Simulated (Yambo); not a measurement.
Material: NaYS$_{2}$ (space group R-3m, No. 166) under isotropic strain of +1 % on all lattice vectors; a = b = c = 7.034 Å, α = β = γ = 32.83° (4 atoms in the cell). The PBEsol cell relaxed from Materials Project entry mp-10226 was given an isotropic strain of +1 % on all lattice vectors, and the atoms were relaxed again.

With PBEsol (Quantum ESPRESSO, PseudoDojo norm-conserving, 88 Ry, no spin-orbit coupling), the gap between the mesh's edge points (Γ → F) is 2.230 eV.

What does a G0W0 run in Yambo give for it (4×4×4 Γ-centred k mesh, bands 3 to 130 and a 7 Ry block in the screening, 130 bands in G with the Bruneval-Gonze terminator, plasmon pole fitted at 27.2 eV)?

The correction is 1.636 eV, giving 3.867 eV, 1.7 times the PBEsol value.  Convergence of the G0W0 settings was not tested.
